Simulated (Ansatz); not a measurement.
A geometry of AlNi away from equilibrium: step 2 of the relaxation of a relaxed AlNi cell displaced along its unstable phonon at q = (½, ½, 0) of its primitive reciprocal cell (127i cm⁻¹), largest move 0.15 Å. Computed with r2SCAN (plane waves to 500 eV, PAW, scalar-relativistic; Ansatz, a quantum-chemistry and plane-wave program). Γ-centred k-mesh 10×10×10 on the run's cell (coarser than for final values), Fermi–Dirac smearing 0.05 eV.

```xyz
8
Lattice="0.0010 5.8217 5.7110 2.9113 2.9113 5.7110 2.9113 2.9113 0.0000" Properties=species:S:1:pos:R:3:forces:R:3 pbc="T T T" free_energy=-25545.739 pressure_GPa=0.0
Al     1.2881     7.2745     7.1388   -0.1852   -0.0063    0.0000
Al     1.6247     4.3695     4.2833    0.1852    0.0063    0.0000
Al    -0.0029    -0.1685    -0.0001   -0.0063   -0.1852    0.0000
Al     2.9148     5.9907     8.5664    0.0063    0.1852    0.0000
Ni     2.9098     8.5933     8.5665   -0.0075   -0.2780    0.0001
Ni     2.9143     5.9619     5.7110    0.0075    0.2780    0.0001
Ni     4.2273     4.3645     4.2832   -0.2780   -0.0075   -0.0001
Ni     4.5072     7.2804     7.1387    0.2780    0.0075   -0.0001
```

Positions in Å, forces in eV/Å, free energy of the cell in eV (comparable only within this code, potentials and settings). Largest force: 0.28 eV/Å, on Ni5, Ni6, Ni7, Ni8 (atoms numbered as listed); the geometry lies 0.21 eV/atom above the end of its relaxation.

No spin polarisation in the result. A magnetic state may lie lower.

The run could not lose the symmetry of its start, so the end can be a saddle point.

The end of the path is a generated cell of AlNi: the first start was made by placing the elements on the sites of a structure type, and the end was not matched to a known phase here, so it may be hypothetical. Known forms of AlNi include space group No. 221.
